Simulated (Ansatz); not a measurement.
SrCd:
```xyz
2
Lattice="3.9800 0.0000 0.0000 0.0000 3.9800 0.0000 0.0000 0.0000 3.9800" Properties=species:S:1:pos:R:3 pbc="T T T"
Sr     1.9900     1.9900     1.9900
Cd     0.0000     0.0000     0.0000
```

This is the PBEsol-relaxed structure.

All from PBEsol in the plane-wave PAW code Ansatz, unless another level is named. Give the formation energy from the elements (no fitted shifts).

-0.32 eV/atom.

Next, the density of states at the Fermi level?

0.69 states/eV per atom (mean over ±0.08 eV).

Next, the gap with spin–orbit coupling?

none (metallic).

Space group Pm-3m (CsCl type). The workflow started from an entry of the Crystallography Open Database (COD). Whether it is the stable phase at ambient conditions was not checked. Symmetry was held in the PBEsol relaxation; of distortions, only those at the zone centre were tested. The references are the lowest solids computed at this level, not always the standard phases. Scalar-relativistic: spin–orbit coupling is off unless named, which matters more the heavier the elements.

Potentials: the later of the program's two PAW sets.
